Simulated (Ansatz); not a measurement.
CdSiN2:
```yaml
crystal:
  lattice:
    - [1.44888, 0.83651, 5.47639]
    - [-1.44888, 0.83651, 5.47639]
    - [0.00000, -1.67303, 5.47639]
  atoms:
    - { symbol: Cd, position: [0.00000, 0.00000, 0.00000] }
    - { symbol: Si, position: [0.50000, 0.50000, 0.50000] }
    - { symbol: N, position: [0.77386, 0.77386, 0.77386] }
    - { symbol: N, position: [0.22614, 0.22614, 0.22614] }
```

Relaxed with r²SCAN. Independent-particle spectrum: no excitons, no local fields, no scissors shift; 0.1 eV broadening; ε₁ of the summed bands alone.

Tabulate the dielectric function from DFT-r²SCAN in the program Ansatz with PAW potentials.



| E (eV) | ε₁ xx | ε₂ xx | ε₁ zz | ε₂ zz |
|---|---|---|---|---|
| 0.0 | 6.59 | 0.00 | 9.96 | 0.00 |
| 0.5 | 6.63 | 0.00 | 10.09 | 0.00 |
| 1.0 | 6.77 | 0.00 | 10.51 | 0.00 |
| 1.5 | 7.04 | 0.00 | 11.36 | 0.00 |
| 2.0 | 7.58 | 0.00 | 13.08 | 0.00 |
| 2.5 | 8.74 | 0.75 | 17.96 | 0.14 |
| 3.0 | 9.89 | 2.96 | 22.27 | 26.64 |
| 3.5 | 6.54 | 4.68 | 1.97 | 13.35 |
| 4.0 | 5.80 | 3.42 | 3.48 | 8.88 |
| 4.5 | 5.85 | 3.00 | 3.69 | 7.94 |
| 5.0 | 6.07 | 2.57 | 5.64 | 7.64 |
| 5.5 | 6.51 | 2.48 | 3.56 | 9.20 |
| 6.0 | 7.15 | 4.09 | -0.32 | 11.98 |
| 6.5 | 6.66 | 4.09 | -3.17 | 7.30 |
| 7.0 | 7.27 | 5.50 | -2.32 | 4.95 |
| 7.5 | 5.40 | 5.92 | -1.67 | 3.10 |
| 8.0 | 5.80 | 5.24 | -0.28 | 2.34 |
| 8.5 | 6.11 | 6.46 | 0.51 | 2.19 |
| 9.0 | 6.73 | 9.10 | 1.23 | 2.29 |
| 9.5 | 1.17 | 10.96 | 1.68 | 2.69 |
| 10.0 | -1.05 | 8.03 | 1.64 | 2.72 |
| 10.5 | -0.39 | 6.88 | 2.26 | 3.01 |
| 11.0 | -0.77 | 6.26 | 1.83 | 3.56 |
| 11.5 | -0.36 | 6.13 | 1.89 | 4.36 |
| 12.0 | -2.19 | 6.21 | 0.31 | 4.83 |

From ε at 3.3 eV (xx: 8.10 + 5.12i), find n, k, the normal reflectivity and the absorption coefficient.

n = 2.97, k = 0.861, R = 28 %, α = 2kE/ħc = 290000 cm⁻¹.

With all bands, ε∞ without local fields is 6.82 (xx = yy), 10.2 (zz).

Space group R-3m. The start of the workflow was typed in or built on a structure type; neither database checked (COD, Materials Project) lists it. Whether it is the stable phase at ambient conditions was not checked. The r²SCAN relaxation kept the symmetry of its start; its stability against distortions is not shown here. Spin–orbit coupling is left out wherever it is not named.

Potentials: the earlier of the program's two PAW sets.
